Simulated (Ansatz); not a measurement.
# What settings do to one calculation: zincblende alloy of InAs and AlAs (10 of 16 In sites exchanged), 32 atoms with displaced atoms

Ansatz (PAW, plane waves), atoms fixed. The base input:

```yaml
crystal:
  lattice:
    - [11.412815, 0.000000, 0.000000]
    - [0.000000, 11.412815, 0.000000]
    - [0.000000, 0.000000, 5.822865]
  atoms:
    - { symbol: Al, position: [0.005231, 0.001858, 0.999682] }
    - { symbol: Al, position: [0.003181, 0.501781, 0.002103] }
    - { symbol: Al, position: [0.498256, 0.498610, 0.992926] }
    - { symbol: Al, position: [0.249439, 0.250883, 0.007420] }
    - { symbol: Al, position: [0.753395, 0.748284, 0.004561] }
    - { symbol: Al, position: [0.256242, 0.003572, 0.494615] }
    - { symbol: Al, position: [0.752228, 0.502633, 0.504020] }
    - { symbol: Al, position: [0.006037, 0.253499, 0.499972] }
    - { symbol: Al, position: [0.496781, 0.245066, 0.502054] }
    - { symbol: Al, position: [0.500955, 0.753307, 0.500647] }
    - { symbol: In, position: [0.501993, 0.995624, 0.993703] }
    - { symbol: In, position: [0.247684, 0.744882, 0.005004] }
    - { symbol: In, position: [0.753170, 0.250108, 0.007756] }
    - { symbol: In, position: [0.256490, 0.503478, 0.482910] }
    - { symbol: In, position: [0.746537, 0.006529, 0.491902] }
    - { symbol: In, position: [0.994989, 0.749271, 0.498846] }
    - { symbol: As, position: [0.125256, 0.127559, 0.238774] }
    - { symbol: As, position: [0.124014, 0.619281, 0.252658] }
    - { symbol: As, position: [0.620979, 0.129732, 0.254601] }
    - { symbol: As, position: [0.616716, 0.626220, 0.241477] }
    - { symbol: As, position: [0.377431, 0.374384, 0.250485] }
    - { symbol: As, position: [0.373091, 0.882169, 0.256013] }
    - { symbol: As, position: [0.882389, 0.371049, 0.250253] }
    - { symbol: As, position: [0.874638, 0.870515, 0.256398] }
    - { symbol: As, position: [0.378638, 0.124915, 0.751153] }
    - { symbol: As, position: [0.371249, 0.625683, 0.750814] }
    - { symbol: As, position: [0.879881, 0.123283, 0.748326] }
    - { symbol: As, position: [0.874523, 0.625621, 0.760061] }
    - { symbol: As, position: [0.126041, 0.375333, 0.743524] }
    - { symbol: As, position: [0.121917, 0.873923, 0.752356] }
    - { symbol: As, position: [0.630112, 0.376872, 0.749904] }
    - { symbol: As, position: [0.624663, 0.872347, 0.752440] }
  symmetry: { detect: false }
kpoints:
  mp_grid: { grid: [1, 1, 1], shift: [0.25, 0.25, 0.25] }
hamiltonian:
  xc: pbesol
scf:
  occupations: { method: fermi_dirac, width: 0.01 }
output:
  forces: true
  eigenvalues: true
  stress: true
  populations: true
  eigenstates: { kpoints: [[0.25, 0.25, 0.25]], e_range: [-6.0, 6.0], localisation: true }
```

Command:

```sh
ansatz run in.yaml --threads 2 --pin off --max-ram 19000MiB --runs-dir r --events-out ev --progress --plain
```

It converged in 8 iterations and 29 s of wall time on 2 threads of an EPYC 7R13 processor, on a host shared with other runs; peak host memory 1.5 GiB; largest force component 2.17 eV/Å, pressure 3.92 GPa. The cutoff was the default, 420 eV. The base isn't a converged reference: it has few k points, and its atoms are unrelaxed. Each run below changes the keys shown and caps the iterations.

```
run                                                                           changed     ending  iterations  free energy less the base (meV per atom)  rms change of forces (eV/Å)  change of pressure (GPa)  wall time (s, shared host)
  1  initial_magnetization 4, mixing algorithm broyden, ecutrho_ratio 3, max_iter 100  converged          16                                       0.0                        0.000                      0.00                      29 CPU
  2                                        dispersion d4, max_iter 60, total_charge 1  converged          20                                other zero                        0.165                     -0.93                      19 CPU
  3                                         xc_grid 1 (2 is the default), max_iter 80  converged           8                                       0.0                        0.000                      0.00                     8.2 CPU
  4                   xc lda, dispersion d4, max_iter 100, k points the Γ point alone  converged           8                                other zero                        0.084                     -4.39                       5 CPU
  5                              occupations tetrahedron, max_iter 60, total_charge 1  converged          36                                other zero                        0.165                      0.35                      72 CPU
  6                   ecutwfc 400 eV, max_iter 80, k points a 1×1×2 mesh centred on Γ  converged           7                                      74.8                        0.037                      0.25                     5.5 GPU
  7          xc lda, max_iter 50, k points a 2×2×1 mesh centred on Γ, total_charge -1  converged           9                                other zero                        0.133                     -1.77                       6 GPU
  8      accuracy low (cutoff and grids as in the base), width 0.001 eV, max_iter 100  converged           8                                       0.0                        0.000                      0.00                      10 CPU
  9                       mixing beta 0.03, ecutwfc 400 eV, width 0.1 eV, max_iter 50  converged          10                                       0.4                        0.000                      0.00                      11 CPU
 10     ecutwfc 300 eV, width 0.1 eV, max_iter 60, k points a 3×3×3 mesh centred on Γ  converged           8                                      58.6                        0.020                      0.05                       4 GPU
```

«Other zero»: another functional, charge or dispersion term moves the zero of energy, so the difference says nothing of accuracy.

Which changes leave the result alone, and which of the same physical model moves the forces most?

The forces move by under 0.002 eV/Å in runs 1, 3, 8, 9. Run 6 (ecutwfc 400 eV, max_iter 80, k points a 1×1×2 mesh centred on Γ) moves them most among the runs with the same functional, charge and dispersion term, by 0.037 eV/Å.
